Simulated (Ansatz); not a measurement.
SiNi:
```
SiNi
1.0
    5.09538     0.00000     0.00000
    0.00000     3.35856     0.00000
    0.00000     0.00000     5.56984
Si Ni
4 4
Cartesian
  4.18476   2.51892   3.25337
  0.91061   0.83964   2.31647
  3.45830   0.83964   0.46845
  1.63708   2.51892   5.10139
  2.58727   0.83964   3.83837
  2.50810   2.51892   1.73147
  5.05579   2.51892   1.05345
  0.03958   0.83964   4.51639
```

Relaxed with r²SCAN.

Question: Map the valence electron density (e/Å³), cut off at 0.8 on the plane through (0.821, 0.750, 0.584) spanned by u = [1, 0, 0] and v = [0, 0, 1] in lattice vectors, from the program Ansatz at the r²SCAN level (PAW).

Answer: x is the fraction of u, y of v (the angle between them is 90°; rows are the nearest grid lines); atoms in the plane: Si at (0.00, 0.00), Si at (0.50, 0.33), Ni at (0.67, 0.73), Ni at (0.17, 0.60).
```
y \ x   0.000  0.0800  0.200  0.280  0.360  0.440  0.560  0.640  0.720  0.800  0.920   1.00
------  -----  ------  -----  -----  -----  -----  -----  -----  -----  -----  -----  -----
1.00    0.121   0.200  0.272  0.137  0.083  0.082  0.123  0.165  0.239  0.378  0.229  0.121
0.929   0.221   0.311  0.283  0.159  0.108  0.112  0.183  0.259  0.328  0.431  0.354  0.221
0.857   0.436   0.451  0.313  0.212  0.171  0.190  0.523  0.800  0.800  0.590  0.467  0.436
0.786   0.383   0.464  0.467  0.321  0.248  0.278  0.800  0.800  0.800  0.800  0.374  0.383
0.679   0.463   0.800  0.800  0.800  0.390  0.311  0.800  0.800  0.800  0.800  0.305  0.463
0.607   0.669   0.800  0.800  0.800  0.492  0.313  0.699  0.800  0.800  0.531  0.293  0.669
0.536   0.484   0.800  0.800  0.800  0.499  0.382  0.435  0.471  0.389  0.273  0.248  0.484
0.464   0.243   0.538  0.800  0.589  0.497  0.451  0.441  0.401  0.275  0.186  0.166  0.243
0.393   0.129   0.182  0.282  0.389  0.466  0.270  0.244  0.357  0.243  0.134  0.100  0.129
0.321   0.098   0.131  0.211  0.331  0.393  0.176  0.167  0.320  0.232  0.116  0.079  0.098
0.214   0.201   0.222  0.210  0.237  0.305  0.300  0.360  0.353  0.227  0.155  0.162  0.201
0.143   0.322   0.364  0.244  0.181  0.180  0.217  0.273  0.251  0.214  0.223  0.290  0.322
0.0714  0.198   0.307  0.271  0.146  0.102  0.111  0.153  0.175  0.215  0.308  0.272  0.198
0.000   0.121   0.200  0.272  0.137  0.083  0.082  0.123  0.165  0.239  0.378  0.229  0.121
```

The density is the valence pseudo-density with augmentation charge, so density and ELF within about 1 Å of a nucleus are not all-electron values.

Space group Pnma. Symmetry was held in the r²SCAN relaxation; of distortions, only those at the zone centre were tested. No spin polarisation was allowed.

Potentials: the earlier of the program's two PAW sets.
